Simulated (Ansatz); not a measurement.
# Property card for WS2

WS₂:
```xyz
3
Lattice="3.1702 0.0000 0.0000 -1.5851 2.7454 0.0000 0.0000 0.0000 6.8908" Properties=species:S:1:pos:R:3 pbc="T T T"
W      0.0000     0.0000     0.0000
S      0.0000     1.8303     5.3293
S      0.0000     1.8303     1.5615
```

Space group P-6m2 (No. 187); conventional cell a = b = 3.170 Å, c = 6.891 Å, α = β = 90.00°, γ = 120.00°.

Method: the program Ansatz at the r²SCAN+D4 level (PAW). Structure relaxed to zero pressure with the same functional. Other levels are named where they apply.

Cell and energy:

| Property | Value |
|---|---|
| Volume per atom | 19.99 Å³ |
| Density | 6.87 g/cm³ |
| Formation energy from the elements (no fitted shifts) | -0.90 eV/atom |

Electronic structure:

| Property | Value |
|---|---|
| Band gap | 1.56 eV (indirect) |
| Valence-band maximum | at A |
| Conduction-band minimum | on the K–Γ line, 49 % of the way from K (6 equivalent valleys) |
| Smallest direct gap on the standard path | 1.94 eV |
| Electron effective mass | 0.62, 0.68, 0.68 mₑ (principal values) |
| Hole effective mass | 0.63, 1.1, 1.1 mₑ (principal values) |

The first step of the workflow began from a Materials Project structure, measured or hypothetical; the Crystallography Open Database copy checked does not list it. It is not the phase usual at ambient conditions (space group No. 194). The cell keeps a stress of up to 0.2 GPa. The cell was relaxed with r²SCAN+D4 under the symmetry of its start; its stability against distortions is not shown here. The run is not spin-polarised. The references are the lowest solids computed at this level, not always the standard phases. Spin–orbit coupling is left out wherever it is not named.

Potentials: the later of the program's two PAW sets.
